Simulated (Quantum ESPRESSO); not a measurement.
## Calculated data, MgAlZnS3Cl (made-up cell, one site empty)

Computed with Quantum ESPRESSO 7.5. Calculation on a made-up crystal cell, not a measurement, rerun at a higher cutoff and a denser mesh: periodic Kohn-Sham density functional theory in plane waves with PseudoDojo standard norm-conserving scalar-relativistic pseudopotentials, each functional with its own files (v0.5 for PBE, v0.4.1 for LDA and PBEsol), no spin polarisation, no spin-orbit coupling, atoms not relaxed, stress positive in tension, energies less a fixed whole-eV offset for each atom's element; levels are Kohn-Sham levels at fractions of this cell's reciprocal vectors, counted from the reference band (half the neutral cell's valence electrons, rounded up) at Gamma; error bars give the change to or from the runs named with them, not the error of the files; each bar is the largest change over components, and at least 0.002 eV, 0.002 eV per angstrom or 0.02 GPa; energies are for the whole cell, and the offsets were chosen from early runs and are not element reference energies; machines and their load varied, so run times do not measure scaling.

```xyz
7
Lattice="5.4580 0.0000 0.0000 0.0000 5.4580 0.0000 0.0000 0.0000 5.4580" Properties=species:S:1:pos:R:3 formula=MgAlZnS3Cl lattice_type=zincblende/diamond empty_site=1 functional=pbe cutoff=1437 fermi_dirac_smearing=0.025 scf_tolerance=1e-07 electrons_removed=0 run_command=pw.x_-nk_1_-in_in run_processor=AMD_EPYC,Zen_5_class,virtual_cores k_mesh=6_x_6_x_6,shifted_by_half_a_step
Mg    -0.0850     2.6476     2.7259
Zn     2.7269     0.0937     2.6302
Al     2.7318     2.8582     0.1056
S      1.4751     1.3936     1.1918
Cl     1.3867     4.1747     4.1201
S      4.0634     1.2688     4.0346
S      4.0597     4.1161     1.3610
```

Units: cutoff, fermi_dirac_smearing, scf_tolerance in eV.

Atoms:
| atoms element | atom site | atom energy offset (eV) |
| --- | --- | --- |
| Mg | 2 | -1617 |
| Zn | 3 | -5687 |
| Al | 4 | -64 |
| S | 5 | -302 |
| Cl | 6 | -449 |
| S | 7 | -302 |
| S | 8 | -302 |

To be estimated
1. What stress xz does the calculation give for MgAlZnS3Cl (made-up cell, one site empty)?
2. What stress yz does the calculation give for MgAlZnS3Cl (made-up cell, one site empty)?
3. Estimate the stress xy of MgAlZnS3Cl (made-up cell, one site empty).
4. Give the table of forces values for MgAlZnS3Cl (made-up cell, one site empty).

Calculated values
1. -0.7594 GPa
2. 2.434 GPa
3. -2.445 GPa
4. 
Forces:
| site | x (eV/Å) | y (eV/Å) | z (eV/Å) |
| --- | --- | --- | --- |
| 2 | 0.4533 | -0.1021 | -0.5918 |
| 3 | 0.526 | 0.4337 | -0.4754 |
| 4 | 0.8911 | -1.176 | -0.6105 |
| 5 | -0.9052 | 0.2083 | 0.1012 |
| 6 | -0.04299 | -0.4288 | 0.4387 |
| 7 | -0.7826 | 0.7066 | 1.614 |
| 8 | -0.1396 | 0.3581 | -0.4759 |

Further results for MgAlZnS3Cl (made-up cell, one site empty):

```
free energy less offsets                            : 3.766 eV
scf iterations                                      : 10
smearing term minus ts                              : 0 eV
pressure                                            : 0.06586 GPa
stress xx                                           : -1.267 GPa
stress yy                                           : 0.4434 GPa
stress zz                                           : 0.6259 GPa
reference band                                      : 29
error bar energy                                    : 0.002 eV
error bar stress                                    : 0.02 GPa
error bar force                                     : 0.004877 eV/Å
error bar next band up                              : 0.002 eV
error bars from                                     : change from the looser run of this cell
wall time of scf and band steps on a shared machine : 1713 s
```

Levels:
| level k point | next band up (eV) |
| --- | --- |
| Gamma | 2.043 |
| (1/2,1/2,1/2) | 2.612 |
| (0.15,0,0) | 2.356 |
| (0,0.15,0) | 2.391 |
| (0,0,0.15) | 2.393 |
